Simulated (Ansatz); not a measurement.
BaO (rock salt, Fm-3m) at seven volumes, PBE (plane waves, PAW; program Ansatz), scaled uniformly. One row is withheld.

```json
[
 {"V (Å³/atom)": "19.694", "P (GPa)": "8.10"},
 {"V (Å³/atom)": "20.343", "P (GPa)": "4.94"},
 {"V (Å³/atom)": "20.992", "P (GPa)": "2.26"},
 {"V (Å³/atom)": "21.641", "P (GPa)": "0.01"},
 {"V (Å³/atom)": "22.290", "P (GPa)": "-1.90"},
 {"V (Å³/atom)": "22.940", "P (GPa)": "?"},
 {"V (Å³/atom)": "23.589", "P (GPa)": "-4.88"}
]
```

Q: Fit the shown pressures and predict the withheld one.

A: P = (3/2)B₀(x^(7/2) − x^(5/2))[1 + (3/4)(B′ − 4)(x − 1)] with x = (V₀/V)^(2/3). Least squares on the six rows gives V₀ = 21.644 Å³/atom, B₀ = 69.1 GPa, B′ = 4.59. At V = 22.940, x = 0.9620 and P = -3.52 GPa. The run itself gave -3.52 GPa.

The PBE relaxation kept the symmetry of its start; phonons on a q-mesh show no instability. Scalar-relativistic: spin–orbit coupling is off unless named, which matters more the heavier the elements.

Potentials: the later of the program's two PAW sets.
